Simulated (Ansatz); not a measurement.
Data sheet: VGe$_{2}$ (DFT)

VGe$_{2}$:
```xyz
9
Lattice="4.7754 0.0000 0.0000 -2.3877 4.1356 0.0000 0.0000 0.0000 6.5805" Properties=species:S:1:pos:R:3 pbc="T T T"
V      2.3877     0.0000     0.0000
V      1.1939     2.0678     2.1935
V     -1.1939     2.0678     4.3870
Ge     2.3877     2.7608     0.0000
Ge    -1.1970     3.4482     2.1935
Ge     1.1907     0.6874     4.3870
Ge     0.0000     1.3749     0.0000
Ge     3.5847     0.6874     2.1935
Ge     1.1970     3.4482     4.3870
```
The run is spin-polarised; directions of the spins, atom by atom: ↑ ↑ ↑ 0 0 0 0 0 0.

Space group P6_222 (No. 180); conventional cell a = b = 4.775 Å, c = 6.580 Å, α = β = 90.00°, γ = 120.00°.

Method: r²SCAN in the plane-wave PAW code Ansatz. Structure relaxed to zero pressure with the same functional. Other levels are named where they apply.

Cell and energy:

```
Quantity                                                      Result
-----------------------------------------------------  -------------
Volume per atom                                             14.44 Å³
Density                                                   7.52 g/cm³
Formation energy from the elements (no fitted shifts)  -0.13 eV/atom
```

Electronic structure:

```
Item                                                                        Result
------------------------------------  --------------------------------------------
Electronic character                                             metallic (no gap)
Density of states at the Fermi level  0.34 states/eV per atom (mean over ±0.08 eV)
```

Magnetism:

```
Item                       Value
--------------  ----------------
Magnetic order     ferromagnetic
Net moment      0.14 μB per atom
```

Mechanics:

```
Quantity                              Value
----------------------------------  -------
Bulk modulus (Birch–Murnaghan fit)  142 GPa
Pressure derivative B′                  5.0
```

Charges:

```
Property                    Result
-------------  -------------------
Bader charges  V +0.95, Ge -0.47 e
```

The workflow started from a Materials Project entry (that database holds measured and hypothetical structures alike); the Crystallography Open Database copy checked does not list it. Its standing as an ambient phase is unchecked. The r²SCAN relaxation kept the symmetry of its start; its stability against distortions is not shown here. Spin order of the final state: ferromagnetic, the only order run, not a proven ground state. Other orbital occupations within this spin state were not tried. Point labels and valley counts follow the cell and symmetry of the run, lower than the named group. The references are the lowest solids computed at this level, not always the standard phases. Scalar-relativistic: spin–orbit coupling is off unless named, which matters more the heavier the elements.

Potentials: the later of the program's two PAW sets.
